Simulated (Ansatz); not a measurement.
Li: comparing deformations

Level of theory: Ansatz, DFT PBEsol, scalar-relativistic, plane waves, PAW. Cutoff 420 eV, Γ-centred 18×18×10 k-points, Gaussian smearing of 0.15 eV. No spin polarisation. Energies are free energies at this smearing, counted from the undisturbed cell; pressure is positive in compression.

Zero of the scan (as given, not relaxed at this level; it stands at -0.7 GPa; this form isn't the usual structure):

```yaml
crystal:
  lattice:
    - [3.11100, 0.00000, 0.00000]
    - [-1.55550, 2.69421, 0.00000]
    - [0.00000, 0.00000, 5.09300]
  atoms:
    - { symbol: Li, position: [0.33333, 0.66667, 0.25000] }
    - { symbol: Li, position: [0.66667, 0.33333, 0.75000] }
```

The cell is strained by ε times a Voigt pattern (xx, yy, zz, yz, xz, xy; engineering shear) with fractional coordinates fixed. τ = (1/V0) dE/dε comes from the stress tensor. Of each scan, only the three points used here are listed.

```
           pattern        ε  τ (GPa)
(0, 0, 0, 1, 0, 0)  -0.0050  -0.0167
(0, 0, 0, 1, 0, 0)   0.0000   0.0000
(0, 0, 0, 1, 0, 0)   0.0050   0.0167
(1, 1, 0, 0, 0, 0)  -0.0150     0.43
(1, 1, 0, 0, 0, 0)   0.0000     1.39
(1, 1, 0, 0, 0, 0)   0.0150     2.26
(0, 1, 0, 0, 0, 0)  -0.0200    0.218
(0, 1, 0, 0, 0, 0)   0.0000    0.696
(0, 1, 0, 0, 0, 0)   0.0100    0.924
```

Question: Which constants do the scans give, and which deformation costs least for the same size of strain tensor?

Answer: The slope dτ/dε at zero (parabola through three points) is pᵀCp: (0, 0, 0, 1, 0, 0) gives C44 = 3.3 GPa; (1, 1, 0, 0, 0, 0) gives C11 + C22 + 2 C12 = 61 GPa; (0, 1, 0, 0, 0, 0) gives C22 = 23.2 GPa. The size of the strain tensor, ε:ε, is ε² times 0.5, 2.0, 1.0. Per unit of it the stiffnesses are 6.7, 30, 23.2 GPa, so (0, 0, 0, 1, 0, 0) is the softest of these: at ε:ε = (1 %)² the quadratic term costs 0.04 meV/atom against 0.20 for the stiffest. These are clamped-ion values. The starting stress shifts them by about its own size.

In a metal these slopes depend on the k mesh and the smearing.